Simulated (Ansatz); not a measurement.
# Field gradients of La₂O₃ from run to run

Cell of run 1: a Materials Project structure (computed, not necessarily an observed phase).

```
CELL_PARAMETERS angstrom
3.93078 0.00000 0.00000
-1.96539 3.40415 0.00000
0.00000 0.00000 6.11195
ATOMIC_POSITIONS crystal
La 0.66667 0.33333 0.75376
La 0.33333 0.66667 0.24624
O 0.66667 0.33333 0.35411
O 0.33333 0.66667 0.64589
O 0.00000 0.00000 0.00000
```

Atom numbers follow the list; atoms alike are taken as one site, whose name carries the number of the first.

All runs are DFT with Ansatz 0.2.0 (plane waves and PAW, scalar-relativistic unless spin–orbit coupling is named, Γ-centred meshes, Fermi–Dirac smearing where given) in this cell.

Run 1: PBE, atoms as given; 420 eV, 7×7×4 k-points, smearing 0.02 eV.
Run 2: r2SCAN, atoms as given; 500 eV, 7×7×4 k-points, smearing 0.02 eV.
Run 3: PBE with spin–orbit coupling, atoms as given; 420 eV, 7×7×4 k-points, smearing 0.02 eV.

(1) What does each run give, and what moves the gradients most?

Results:

(1) 

```json
{"run": "1", "La V_zz (η)": "11.23 (0.00)", "O3 V_zz (η)": "0.81 (0.00)", "O5 V_zz (η)": "-0.88 (0.00)"}
{"run": "2", "La V_zz (η)": "11.64 (0.00)", "O3 V_zz (η)": "0.76 (0.00)", "O5 V_zz (η)": "-0.88 (0.00)"}
{"run": "3", "La V_zz (η)": "11.27 (0.00)", "O3 V_zz (η)": "0.81 (0.00)", "O5 V_zz (η)": "-0.88 (0.00)"}
```

V_zz in 10²¹ V/m². Against run 1, the gradient tensors on these sites move by at most 0.41 in run 2 (La), 0.03 in run 3 (La). Taken one at a time, the functional (r2SCAN with its higher cutoff) moves the tensors on these sites by up to 0.41 (largest principal value of the change, on La), spin–orbit coupling by 0.03 (La).
